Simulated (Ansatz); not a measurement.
Starting cell, InP (zinc blende):

```yaml
crystal:
  lattice:
    - [0.00000, 2.97977, 2.97977]
    - [2.97977, 0.00000, 2.97977]
    - [2.97977, 2.97977, 0.00000]
  atoms:
    - { symbol: P, position: [0.75000, 0.75000, 0.75000] }
    - { symbol: In, position: [0.00000, 0.00000, 0.00000] }
```

In each cell atom 2 (In, nearest neighbour P at 2.581 Å; its periodic images, 4.2 Å or more away, move with it) moves by s·(0.000, 0.000, 1.000) (along Cartesian z), the rest being held.

All values below come from PBE (plane waves to 420 eV, PAW, scalar-relativistic; Ansatz, a first-principles code). k mesh 8×8×8 (Γ-centred), Fermi-Dirac smearing 0.05 eV. The energy includes the smearing's −TS. InP was relaxed with its symmetry unable to fall. The zero of ΔE is the undisplaced structure.

```csv
s (Å),ΔE (meV/cell)
-0.520,885
-0.416,587
-0.312,340
-0.208,154
-0.104,39
0.000,0
0.104,39
0.208,154
0.312,340
0.416,587
0.520,885
```

Q: What force constant k = d²E/ds² at s = 0 does the table give?

A: 7.2 eV/Å². It is the second difference of the nearest points, corrected with the next pair.

Q: With k = 7.24 eV/Å² from the forces, is the well harmonic out to s = 0.520 Å?

A: ½ks² = 979 meV/cell against the computed 885 meV/cell, so the well is softer than harmonic there.

(For displaced atoms, the force is minus the slope of the energy, and its curvature is a force constant, which sets phonon frequencies.)
